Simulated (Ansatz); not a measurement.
**MnO2 (P-3m1): the held moment from field and pressure**

```
Mn O
1.0
     2.85658    0.00000    0.00000
    -1.42829    2.47387    0.00000
     0.00000    0.00000    4.60137
Mn O
1 2
Cartesian
  0.0000 0.0000 2.3007
  1.4283 0.8246 1.3515
  0.0000 1.6492 3.2499
```

The source of the geometry is a structure from the Materials Project; atoms and cell stay fixed.

Settings: LDA, 11×11×6 k mesh, Fermi–Dirac smearing of 0.03 eV. PAW means Ansatz 0.2.0 on its default frozen-core files. Site moments are integrated in spheres about the atoms. Start moments (μB): Mn1 4.

The free run ends with 3.00 μB per cell. Further runs hold the cell's moment M by two Fermi levels; B is half their difference over μB, positive where the field raises M. Some of them:

```tsv
M (μB/cell)	B (T)	ΔF over the free run (meV/cell)	pressure (GPa)
0.60	-3102	815.4	-18.2
2.40	-7279	231.6	-12.5
3.90	30361	1377.5	4.2
```

Question: Another run of the series gave B (T) = -6466, ΔF over the free run (meV/cell) = 472.7, pressure (GPa) = -15.0. Which moment was held?
A. 1.20
B. 2.70
C. 3.45
D. 1.80

Answer: D. M (μB/cell) = 1.80.

Question: Another run of the series gave B (T) = -7275, ΔF over the free run (meV/cell) = 104.7, pressure (GPa) = -10.9. Which moment was held?
A. 3.45
B. 2.70
C. 1.80
D. 1.20

Answer: B. M (μB/cell) = 2.70.

The whole series:

```tsv
M (μB/cell)	B (T)	ΔF over the free run (meV/cell)	pressure (GPa)
0.60	-3102	815.4	-18.2
1.20	-4977	673.2	-16.9
1.80	-6466	472.7	-15.0
2.40	-7279	231.6	-12.5
2.70	-7275	104.7	-10.9
3.45	26933	634.4	-2.7
3.90	30361	1377.5	4.2
```

The PAW files were made with PBE; the program remakes their cores once for the run's functional and then keeps them frozen. The Ansatz runs typed with the search for lower states off end where their start leads. The magnetic state is the one that this cell and start allow. It needn't be the compound's measured order, which may need a larger cell or be absent.
